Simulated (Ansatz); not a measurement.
## PtCCl2O: Electric field gradients

The cell is a COD entry (perhaps calculated rather than measured) whose atoms were relaxed with PBE, the cell held.

Space group P4_2/m (No. 84); a = 11.1830, c = 3.5250 Å.

```csv
site,Wyckoff,site symmetry,x,y,z
Pt,4j,m..,0.3861,0.1099,0.0000
C,4j,m..,0.2233,0.1175,0.0000
Cl9,4j,m..,0.5985,0.1023,0.0000
Cl13,4j,m..,0.3931,0.3138,0.0000
O,4j,m..,0.1207,0.1242,0.0000
```

One atom of each set is listed.

Method: Kohn–Sham DFT in Ansatz, r2SCAN, plane waves and PAW, scalar-relativistic, 500 eV cutoff, Γ-centred 3×3×9 k-points, Fermi–Dirac smearing 0.05 eV.

Conventions: |V_zz| ≥ |V_yy| ≥ |V_xx|, η = (V_xx − V_yy)/V_zz, C_Q = eQV_zz/h. ν_Q = 3|C_Q|/[2I(2I − 1)].

Cl-37: I = 3/2, Q = -63.93 mb; ¹⁷O: I = 5/2, Q = -25.58 mb. Q values from Pyykkö, Mol. Phys. 116, 1328 (2018).

(1) What field gradients does the calculation give at each kind of site?

Results:

(1) 

| site | atoms | first shell | C_Q (MHz) | η | ν_Q (MHz) |
| --- | --- | --- | --- | --- | --- |
| Cl9 | 4 | 2 Pt at 2.38 Å, angle 96°; also 1 C at 3.16 Å | 29.5 | 0.55 | 14.7 |
| Cl13 | 4 | 1 Pt at 2.28 Å; also 1 C at 2.90 Å | -52.8 | 0.03 | 26.4 |
| O | 4 | 1 C at 1.15 Å; also 1 Pt at 2.97 Å | -0.392 | 0.96 | 0.059 |

At Cl9 V_zz stands upright on the plane of its two bonds (within 1°). At Cl13 V_zz points along its bond to Pt (within 5°).

Pt, C have no stable isotope with a ground-state quadrupole moment in the table, so these sites are left out.

The largest force is 1.0 eV/Å, so the atoms aren't at the calculated equilibrium and relaxing them would move these values. Without spin–orbit coupling the gradients at and beside Pt can be off by some per cent, at some sites by more. The database positions were far from equilibrium, so the relaxed structure may not be the compound's real one. Where η is near 1 the sign of V_zz means little.

Hardware: 2 threads of Arm Neoverse V2 (aarch64; 8 cores open to the job, memory cap 5.0 GiB, no GPU), a shared host with a load of 0.7 a core. Wall time 73 s, CPU time 2.4 min, peak memory 2.1 GiB.
